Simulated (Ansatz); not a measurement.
BaHfO₃:
```cif
data_BaHfO3
_chemical_formula_sum 'Ba1 Hf1 O3'
_space_group_name_H-M_alt 'P 1'
_space_group_IT_number 1
_cell_length_a 4.17711
_cell_length_b 4.17711
_cell_length_c 4.17711
_cell_angle_alpha 90.000
_cell_angle_beta 90.000
_cell_angle_gamma 90.000
loop_
_space_group_symop_operation_xyz
  'x, y, z'
loop_
_atom_site_label
_atom_site_type_symbol
_atom_site_fract_x
_atom_site_fract_y
_atom_site_fract_z
_atom_site_occupancy
Ba1 Ba 0.50000 0.50000 0.50000 1
Hf1 Hf 0.00000 0.00000 0.00000 1
O1 O 0.00000 0.50000 0.00000 1
O2 O 0.50000 0.00000 0.00000 1
O3 O 0.00000 0.00000 0.50000 1
```

Relaxed with r²SCAN.

Question: Give the optical modes at the zone centre with their infrared and Raman activity from DFPT, plane-wave PAW r²SCAN (Ansatz code).

Answer: Transverse frequencies, without the LO–TO term; a row sums one degenerate level.

```tsv
ω (cm⁻¹)	degeneracy	IR ((D/Å)²/amu)	Raman (Å⁴/amu)	activity	symmetry
110	3	13.92	0	IR	T1u
196	3	81.77	0	IR	T1u
219	3	0.00	0	silent	T2u
519	3	43.18	0	IR	T1u
```

Question: How high does the top mode go among those that the LO–TO term moves?

Answer: 681 cm⁻¹ for q along x.

Space group Pm-3m (cubic perovskite). The r²SCAN relaxation kept the symmetry of its start; phonons on a q-mesh show no instability. The run is not spin-polarised. Scalar-relativistic: spin–orbit coupling is off unless named, which matters more the heavier the elements.

Potentials: the later of the program's two PAW sets.
